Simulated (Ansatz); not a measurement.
# Property card for Sn₃Te

The calculation used Ansatz, DFT PBE, scalar-relativistic, plane waves, PAW.

Cutoff 420 eV; k points 10×10×10 on the computed 4-atom cell (Γ-centred); Gaussian smearing, width 0.10 eV; no spin polarisation.

The structure is relaxed at this level of theory with its symmetry kept, and needn't be the ground state of this composition.

```
CELL_PARAMETERS angstrom
-3.12845 3.12845 3.12845
3.12845 -3.12845 3.12845
3.12845 3.12845 -3.12845
ATOMIC_POSITIONS crystal
Sn 0.00000 0.50000 0.50000
Sn 0.50000 0.00000 0.50000
Sn 0.50000 0.50000 0.00000
Te 0.00000 0.00000 0.00000
```

(1) Formation energy from the elements' standard states (uncorrected)?

(2) Kohn–Sham band gap?

(3) Density of states at the Fermi level?

(4) Orbital (Löwdin) character within 0.5 eV of the Fermi level?

(5) Bader charge by site (e)?

Spin-orbit coupling is left out, which matters for the bands of heavy elements.

## Answers

(1) -0.076 eV/atom.

(2) none (metal).

(3) 2.4 states/eV per cell.

(4) Sn 5p 73 %, Te 5p 11 %, Sn 5s 11 %.

(5) Sn (3 in the cell) 0.20, Te (1 in the cell) -0.59.

The cell was found from a structure generator's guess, not taken from experiment. Löwdin shares on free-atom orbitals overweight diffuse shells.
